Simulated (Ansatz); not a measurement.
**Screening candidate structures of ZrGe2Pd3**

All numbers below come from DFT PBE, scalar-relativistic, plane waves, PAW in Ansatz 0.2.0. Each cell gets a short relaxation within its symmetry: 420 eV, a coarse mesh through Γ, smearing of 0.2 eV, at most 16 steps to 0.08 eV/Å and 0.8 GPa. No spin polarisation. Energies are free energies per atom, good to about 0.1 eV/atom between metallic cells, end volumes are rough, and groups of ends are read at 0.1 Å.

The candidates are structure types from databases with the species swapped, cells proposed by chemical analogy and random cells on Wyckoff sites, with guessed sizes.

```
 #                     made from                            sites  V start (Å³/atom)
 1          Zr3TiCu2 cell (P4mm)  Zr 1b; Ge 1a, 1b; Pd 1a, 1a, 1b               20.2
 2           random sites (P4mm)      Zr 1a; Ge 1b, 1b; Pd 2c, 1b               19.0
 3         random sites (P4/mmm)          Zr 1d; Ge 2e; Pd 2g, 1b               18.7
 4         random sites (P6/mmm)          Zr 1b; Ge 2e; Pd 2c, 1a               19.8
 5          random sites (P-4m2)          Zr 1b; Ge 2f; Pd 2g, 1d               18.4
 6         random sites (P6/mmm)          Zr 1a; Ge 2d; Pd 2e, 1b               20.5
 7         random sites (P4/mmm)          Zr 1c; Ge 2f; Pd 2g, 1a               19.4
 8         random sites (P6/mmm)              Zr 1a; Ge 2e; Pd 3g               17.8
 9  proposed by analogy (P6/mmm)              Zr 1a; Ge 2c; Pd 3g               15.9
10         random sites (P6/mmm)          Zr 1b; Ge 2c; Pd 2e, 1a               18.3
11         CaMn2Te3 cell (P-3m1)          Zr 1a; Ge 2d; Pd 2d, 1b               17.8
12         random sites (P4/mmm)      Zr 1a; Ge 2f; Pd 1d, 1c, 1b               19.4
13         random sites (P6/mmm)              Zr 1b; Ge 2e; Pd 3g               16.6
14   proposed by analogy (P-3m1)          Zr 1a; Ge 2d; Pd 2d, 1b               15.9
15          random sites (P-3m1)              Zr 1a; Ge 2d; Pd 3f               16.2
16         random sites (P4/mmm)      Zr 1d; Ge 1a, 1b; Pd 1c, 2f               17.5
17          CeGa2Cu3 cell (Cmmm)          Zr 2b; Ge 4f; Pd 4i, 2d               15.2
18          random sites (P-6m2)  Zr 1e; Ge 1b, 1f; Pd 1c, 1a, 1d               19.7
19           random sites (P6mm)          Zr 1a; Ge 2b; Pd 1a, 2b               20.6
20          random sites (P-6m2)      Zr 1b; Ge 2h; Pd 1a, 1f, 1d               18.3
21  proposed by analogy (P4/mmm)          Zr 1a; Ge 2g; Pd 1d, 2h               15.9
```

Q: Rank the ends, and say which starts fall together.

A: The lowest end, though stopped early, has space group P-3m1 (No. 164) and 16.3 Å³/atom; candidates 11 and 14 both fall into it. The lowest start before relaxing, candidate 14, is one of them.

```tsv
#	E start (eV/atom)	E end (eV/atom)	end group	V end (Å³/atom)	finished	same end as
11	0.37	0.00	P-3m1	16.3	stopped early	-
14	0.20	0.01	P-3m1	16.5	yes	11
1	0.52	0.13	P4mm	16.5	yes	-
21	0.22	0.16	P4/mmm	16.7	yes	-
17	0.41	0.18	Cmmm	17.1	yes	-
15	3.05	0.19	P6/mmm	17.2	yes	-
9	0.37	0.21	P6/mmm	17.3	yes	15
19	1.03	0.22	P6mm	17.0	yes	-
18	2.85	0.34	P-6m2	17.9	yes	-
2	2.22	0.37	P4mm	20.8	yes	-
5	3.41	0.60	P-4m2	19.5	stopped early	-
20	1.15	0.66	P-6m2	21.8	yes	-
16	1.69	0.87	P4/mmm	21.0	yes	-
12	1.30	1.04	P4/mmm	22.7	yes	-
13	5.25	1.17	P6/mmm	32.1	yes	-
8	3.57	1.31	P6/mmm	28.8	yes	-
6	6.94	1.36	P6/mmm	29.1	yes	-
10	3.01	1.40	P6/mmm	28.7	yes	6
4	7.23	1.48	P6/mmm	29.1	yes	-
7	3.78	1.52	P4/mmm	34.1	yes	-
3	4.69	1.52	P4/mmm	34.3	yes	7
```

Energies count from the lowest end; groups are read at 0.1 Å. Cells stopped early, at the step cap or the time limit, are upper bounds. Ends are matched loosely, so a merged end can be a slightly distorted copy, and ends listed apart can be strained forms of one structure.

The runs shown took about 28 CPU minutes on Intel(R) Xeon(R) Processor @ 2.70GHz, a shared host. Some structure types and database cells were kept out of the candidates from the start, so a known form may be missing.
